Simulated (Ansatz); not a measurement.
InGaAs₂ in space group P-4m2 (No. 115; In on 1d, Ga on 1b, As on 2g), the program Ansatz at the PBEsol level (PAW), all energies at zero smearing, with the estimated change up to a 700 eV cutoff added, with one set of potentials and settings (totals compare only within such a set). Cell of 4 atoms (1 In, 1 Ga, 2 As): -18895.613 eV.

| element | reference phase | E (eV/atom) |
|---|---|---|
| In | I4/mmm, 1 atoms in the cell | -5525.4106 |
| Ga | Cmce, 4 atoms in the cell | -3743.2031 |
| As | R-3m, 2 atoms in the cell | -4813.0241 |

Formation energy per atom, worked out: (-18895.613 − 1×(-5525.4106) − 1×(-3743.2031) − 2×(-4813.0241))/4 = -0.238 eV/atom (-23 kJ per mol of atoms), at 0 K, without zero-point energy or fitted corrections.

The workflow started from a Materials Project entry (that database holds measured and hypothetical structures alike); the Crystallography Open Database copy checked does not list it. With In and Ga taken as one species the cell has the higher symmetry F-43m, so it may be an ordered model of a mixed-site phase. Whether it is the stable phase at ambient conditions was not checked. Symmetry was held in the PBEsol relaxation; its stability against distortions is not shown here. The references are the lowest solids computed at this level, not always the standard phases.

Potentials: the later of the program's two PAW sets.
